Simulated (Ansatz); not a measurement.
# Notes on Ge

```
CELL_PARAMETERS angstrom
0.00000 2.80883 2.80883
2.80883 0.00000 2.80883
2.80883 2.80883 0.00000
ATOMIC_POSITIONS crystal
Ge 0.00000 0.00000 0.00000
Ge 0.25000 0.25000 0.25000
```

Level: r2SCAN, no spin polarisation; 500 eV; 10×10×10 Γ-centred mesh; fermi-dirac occupations (width 0.1 eV); Ansatz 0.2.0, fixed geometry.

Problem. What is the character of the valence top and the conduction bottom?

Solution. Within 0.7 eV of the edges, the states project mainly on Ge p (98 %) below the gap and on Ge p (56 %) and Ge s (37 %) above it.

Problem. Describe some of the short contacts.

Solution. Ge–Ge at 2.43 Å: least valence density 0.53 e/Å³ and ELF 0.79 there, a shared, covalent-like contact. Both are smooth PAW fields, read partly inside the augmentation spheres.

Problem. Is the cell too large or too small?

Solution. The pressure is 2.3 GPa (compression positive), so with the atoms held at these fractions the cell would first expand.

Problem. What is the band gap?

Solution. The gap is 0.54 eV, indirect (the least direct gap found is 0.65 eV).

Origin: a database entry at a rescaled volume.
